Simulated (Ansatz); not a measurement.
PbSe (rock salt)

```yaml
crystal:
  lattice:
    - [0.00000, 3.08901, 3.08901]
    - [3.08901, 0.00000, 3.08901]
    - [3.08901, 3.08901, 0.00000]
  atoms:
    - { symbol: Se, position: [0.00000, 0.00000, 0.00000] }
    - { symbol: Pb, position: [0.50000, 0.50000, 0.50000] }
```

The slice is a {110} plane (indices of the conventional cell) through the point (0.000, 0.000, 0.000) (fractional), spanned by u = [100] and v = [1 -1 -1] in vectors of this cell: u (4.37 Å) and v (6.18 Å, at 90° to u). It covers one period; positions are fractions (u, v).

Calculation: r2SCAN (plane waves to 500 eV, PAW, scalar-relativistic; Ansatz, a program for electronic structure). k mesh 9×9×9. These are valence fields of a PAW run, semicore shells included where kept as valence: close to a nucleus they are smooth pseudo fields. PbSe was relaxed with its symmetry unable to fall. Spin-orbit coupling is left out, though Pb is heavy.

Three fields on this plane, each scaled to ten steps between its own extremes (0 low, 9 high; the total valence density on a logarithmic scale, the potential cut 8 eV below its top; x marks points blanked near nuclei; v = 0 in the bottom row):

Map A
```
|xxxxx97543234579xxxx|
|xxxxx97532223578xxxx|
|xxxx9864321234689xxx|
|xxx986532111235689xx|
|99987542100012457899|
|88765432100012345678|
|77665321000001235667|
|87765321000001235677|
|99876432100012346789|
|xxx986432111234689xx|
|xxxx9753221223579xxx|
|xxxxx86432223468xxxx|
|xxxxx97532223579xxxx|
|xxxxx97533233579xxxx|
|xxxxx97532223579xxxx|
|xxxxx86432223468xxxx|
|xxxx9753221223579xxx|
|xxx986432111234689xx|
|99876432100012346789|
|87765321000001235677|
|77665321000001235667|
|88765432100012345678|
|99987542100012457899|
|xxx986532111235689xx|
|xxxx9864321234689xxx|
|xxxxx87532223579xxxx|
|xxxxx97543234579xxxx|
|xxxxx97643234679xxxx|
```

Map B
```
|xxxxx98520002589xxxx|
|xxxxx98520002589xxxx|
|xxxx9974100014799xxx|
|xxx998631000136899xx|
|99987631000001367899|
|77654310000000134567|
|33321100000000011233|
|22221100000000011222|
|44332100000000012334|
|xxx443100000001344xx|
|xxxx5421000001245xxx|
|xxxxx43100000134xxxx|
|xxxxx43100000134xxxx|
|xxxxx43100000134xxxx|
|xxxxx43100000134xxxx|
|xxxxx43100000134xxxx|
|xxxx5421000001245xxx|
|xxx443100000001344xx|
|44332100000000012334|
|22221100000000011222|
|33321100000000011233|
|77654310000000134567|
|99987631000001367899|
|xxx998631000136899xx|
|xxxx9974100014799xxx|
|xxxxx98520002589xxxx|
|xxxxx98520002589xxxx|
|xxxxx98620002689xxxx|
```

Map C
```
|xxxxx27899999872xxxx|
|xxxxx48999999984xxxx|
|xxxx1689999999861xxx|
|xxx168999999999861xx|
|12468999999999998642|
|66778999999999998776|
|66678899999999988766|
|23456789999999876543|
|00014678999998764200|
|xxx004689999986400xx|
|xxxx0157899987510xxx|
|xxxxx03689998630xxxx|
|xxxxx02689998620xxxx|
|xxxxx02689998620xxxx|
|xxxxx02689998620xxxx|
|xxxxx03689998630xxxx|
|xxxx0157899987510xxx|
|xxx004689999986400xx|
|00024678999998764100|
|23456789999999876543|
|66678899999999988766|
|66778999999999998776|
|12468999999999998642|
|xxx168999999999861xx|
|xxxx1689999999861xxx|
|xxxxx48999999984xxxx|
|xxxxx27899999872xxxx|
|xxxxx17899999871xxxx|
```

Q: Assign the maps to these fields: electron localisation function (ELF); valence electron density; electrostatic potential energy of an electron, from the cell's mean.

A: A is the valence electron density; B is the electron localisation function (ELF); C is the electrostatic potential energy of an electron, from the cell's mean.
